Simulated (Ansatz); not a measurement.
Ti₁₀Ga₃Sb₃ in space group P-62m (No. 189; Pearson symbol hP16), r²SCAN (plane waves, PAW; program Ansatz), all energies at zero smearing, with the estimated change up to a 700 eV cutoff added, with one set of potentials and settings (totals compare only within such a set). Cell of 16 atoms (10 Ti, 3 Ga, 3 Sb): -55920.991 eV.

| element | reference phase | E (eV/atom) |
|---|---|---|
| Ti | P6/mmm, 3 atoms in the cell | -2504.3941 |
| Ga | Cmce, 4 atoms in the cell | -3790.2722 |
| Sb | R-3m, 2 atoms in the cell | -6499.1983 |

Formation energy per atom, worked out: (-55920.991 − 10×(-2504.3941) − 3×(-3790.2722) − 3×(-6499.1983))/16 = -0.540 eV/atom (-52 kJ per mol of atoms), at 0 K, without zero-point energy or fitted corrections.

The first step of the workflow began from a Materials Project structure, measured or hypothetical; the Crystallography Open Database copy checked does not list it. With Ga and Sb taken as one species the cell has the higher symmetry P6_3/mcm, so it may be an ordered model of a mixed-site phase. Its standing as an ambient phase is unchecked. Symmetry was held in the r²SCAN relaxation; its stability against distortions is not shown here. The run is not spin-polarised. The references are the lowest solids computed at this level, not always the standard phases. Scalar-relativistic: spin–orbit coupling is off unless named, which matters more the heavier the elements.

Potentials: the earlier of the program's two PAW sets.
